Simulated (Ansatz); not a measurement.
(110) slab cut from the bulk of W, 15 Å of vacuum:

```
W
1.0
     2.73176    0.00000    0.00000
    -0.91059    2.57552    0.00000
     0.00000    0.00000   23.92188
W
5
Cartesian
  0.9106 1.2878 7.5000
  0.0000 0.0000 9.7305
  0.9106 1.2878 11.9609
  0.0000 0.0000 14.1914
  0.9106 1.2878 16.4219
```

Method: Ansatz 0.2.0, DFT PBEsol, scalar-relativistic, plane waves, PAW. Settings: cutoff 420 eV, Γ-centred mesh 13×13×1 on the computed 5-atom cell, Gaussian smearing of 0.10 eV; no spin polarisation. A dipole correction removes the field between periodic images along c.

This base run converges in 7 iterations with a largest force of 0.652 eV/Å and a work function of 5.00 eV on the top face.

One setting at a time is then changed, some of them on purpose to poor values; changes count from the base run, energies are extrapolated to zero smearing, γ keeps the base's bulk energy, atoms stay where they are, a change of functional drops any dispersion correction, and risky runs are capped at 50 to 100 iterations.

Q: What does each change do? cutoff 700 eV; occupations fermi-dirac 0.025 eV; occupations gaussian 1.5 eV; cutoff 120 eV; field of 1.5 V/Å along c; occupations fermi-dirac 0.3 eV; occupations methfessel-paxton 0.2 eV; mixing β = 0.9; functional r2SCAN (500 eV).

A:
```tsv
change	outcome	SCF iterations	ΔE (meV/atom)	Δγ (J/m²)	Δφ top (eV)	largest force (eV/Å)	largest change of a force (eV/Å)
cutoff 700 eV	converged	7	-1.0		0.00	0.652	0.001
occupations fermi-dirac 0.025 eV	converged	7	0.0	0.000	0.00	0.654	0.002
occupations gaussian 1.5 eV	converged	7	+43.0	+0.245	+0.05	0.511	0.309
cutoff 120 eV	converged with warnings	9	+45610.3		+1.40	0.557	0.114
field of 1.5 V/Å along c	converged with warnings	11	-112.6			0.724	0.115
occupations fermi-dirac 0.3 eV	converged	7	+3.7	+0.021	+0.01	0.590	0.079
occupations methfessel-paxton 0.2 eV	converged	7	-0.1	0.000	-0.01	0.656	0.004
mixing β = 0.9	converged	7	0.0	0.000	0.00	0.652	0.000
functional r2SCAN (500 eV)	converged	8			-0.04	0.734	0.132
```

Spin-orbit coupling is left out, which matters for the bands of heavy elements. In some of the runs (cutoff 120, field 1.5) charge leaks into the vacuum, so their work functions can be off.

Cost: 10 runs of about 6.9 core-minutes in all, on Arm Neoverse V1 (shared hosts).